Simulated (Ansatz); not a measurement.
Si:
```cif
data_Si8
_chemical_formula_sum 'Si8'
_space_group_name_H-M_alt 'Fd-3m :1'
_space_group_IT_number 227
_space_group_name_Hall 'F 4d 2 3 -1d'
_cell_length_a 5.40155
_cell_length_b 5.40155
_cell_length_c 5.40155
_cell_angle_alpha 90.000
_cell_angle_beta 90.000
_cell_angle_gamma 90.000
loop_
_atom_site_label
_atom_site_type_symbol
_atom_site_symmetry_multiplicity
_atom_site_Wyckoff_symbol
_atom_site_fract_x
_atom_site_fract_y
_atom_site_fract_z
_atom_site_occupancy
Si1 Si 8 a 0.00000 0.00000 0.00000 1
```
(The calculation used a cell of 2 atoms; values per cell refer to that cell.)

Relaxed with LDA.

Decompose the optical modes at the zone centre into irreducible representations, and say which are infrared and Raman allowed.

Point group m-3m: Γ_opt = T2g. Infrared: none. Raman: T2g.

Assign frequencies (DFPT, the program Ansatz at the LDA level (PAW)).

T2g 513 cm⁻¹.

Symmetry was held in the LDA relaxation.

Potentials: the earlier of the program's two PAW sets. The files were generated under PBE; for other functionals the program regenerates the frozen cores, and for LDA and PBEsol the local potential too.
